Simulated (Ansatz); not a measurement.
Relaxed WSe2 (2H-MoS2 type, space group P6_3/mmc):

```xyz
6
Lattice="3.2791 0.0000 0.0000 -1.6395 2.8397 0.0000 0.0000 0.0000 12.7861" Properties=species:S:1:pos:R:3 pbc="T T T"
W      0.0000     1.8932     3.1965
W      1.6395     0.9466     9.5895
Se     0.0000     1.8932     7.9053
Se     1.6395     0.9466     1.5123
Se     1.6395     0.9466     4.8808
Se     0.0000     1.8932    11.2738
```

In this cell atom 5 (Se, nearest neighbour W at 2.534 Å; its periodic images, 3.3 Å or more away, move with it) is moved by u·(1.000, 0.000, 0.000) + v·(0.000, 0.000, 1.000); the rest is frozen.

Method: PBE-D3(BJ) (plane waves to 420 eV, PAW, scalar-relativistic; Ansatz, a first-principles code). k mesh 9×9×2 (Γ-centred), Fermi-Dirac smearing 0.05 eV. Energies are smeared free energies. Points where atoms come too close for the PAW data are left out (x in tables, blank in figures). As the smearing reaches across the gap at some points, energies and forces of such displacements shift with the k mesh and the smearing. Spin-orbit coupling is left out, though W is heavy. WSe2 is run without spin polarisation. WSe2 was relaxed with its symmetry unable to fall. The zero of ΔE is the undisplaced structure. Axes are in Å.

Q: Give the computed ΔE (eV/cell) at all points of the grid u = -0.630, -0.315, 0.000, 0.315, 0.630 by v = -0.630, -0.315, 0.000, 0.315, 0.630.

A: ΔE (eV/cell), with u across and v down:

```tsv
v \ u	-0.630	-0.315	0.000	0.315	0.630
-0.630	x	x	4.334	x	x
-0.315	x	1.924	1.001	1.924	x
0.000	1.665	0.439	0.000	0.439	1.665
0.315	1.361	0.829	0.631	0.829	1.361
0.630	2.223	2.023	1.948	2.023	2.223
```

(A displaced cell: forces are minus the slopes of the energy, force constants its curvatures, and phonons follow from these.)
